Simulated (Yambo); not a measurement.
```
CELL_PARAMETERS angstrom
      5.51757     0.00000     0.00000
      0.00000     5.51757     0.00000
      0.00000     0.00000     3.25878
ATOMIC_POSITIONS crystal
  O  0.81725 0.18275 0.50000
  O  0.18275 0.81725 0.50000
  O  0.31725 0.31725 0.00000
  O  0.68275 0.68275 0.00000
  Zn 0.18197 0.18197 0.50000
  Zn 0.81803 0.81803 0.50000
  Zn 0.31803 0.68197 0.00000
  Zn 0.68197 0.31803 0.00000
```

ZnO (space group P4_2/mnm, No. 136): mean Im ε in 1 eV windows above the direct gap of 1.97 eV, for different electron-hole kernels (Yambo, broadening 0.15 eV, PBEsol (pw.x of Quantum ESPRESSO, ONCV potentials, no spin-orbit coupling) bands; 4×4×8 mesh, 17 valence and 4 conduction bands, static screening with 88 bands and a 3 Ry block, scissor 1.19 eV, Tamm-Dancoff; field along x).

```json
[
 {"window (eV)": "2.0 to 3.0", "independent quasiparticles": "1.3", "RPA (no attraction)": "1.2", "BSE": "2.0"},
 {"window (eV)": "3.0 to 4.0", "independent quasiparticles": "1.7", "RPA (no attraction)": "1.6", "BSE": "1.7"},
 {"window (eV)": "4.0 to 5.0", "independent quasiparticles": "1.2", "RPA (no attraction)": "1.2", "BSE": "1.9"},
 {"window (eV)": "5.0 to 6.0", "independent quasiparticles": "1.6", "RPA (no attraction)": "1.6", "BSE": "1.6"}
]
```

This run doesn't resolve bound excitons or single peaks, so only averages are given, and they too depend on the mesh; weight that the attraction moves below the gap isn't listed. All transitions below 6.61 eV are in the band window. The scissor comes from a G0W0 run whose convergence isn't established.

Geometry of the Materials Project entry, not relaxed at this level.

This is not the ordinary phase of the substance; no match was found in the copy of COD used, and its stability was not checked.

With a shallow 3d shell G0W0 needs far more bands and larger blocks than here, so the scissor is uncertain by tenths of an eV or more.
